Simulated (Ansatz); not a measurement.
In PBE (plane waves, PAW; program Ansatz), La in the diamond structure (Fd-3m) relaxes to a = 6.678 Å. La has 4 nearest neighbours from 2.89 Å (tetrahedral).

Electronic character: metallic (no gap). Gap from PBE with spin–orbit coupling: none (metallic).

An equation-of-state fit gives a bulk modulus of 43.9 GPa.

The start of the workflow was typed in or built on a structure type; neither database checked (COD, Materials Project) lists it. It is not the phase usual at ambient conditions (space group No. 194). Symmetry was held in the PBE relaxation; whether a distortion lowers the energy is not shown. The volume moved by -37 % from the start of the relaxation. Spin–orbit coupling is left out wherever it is not named.

Potentials: the later of the program's two PAW sets.
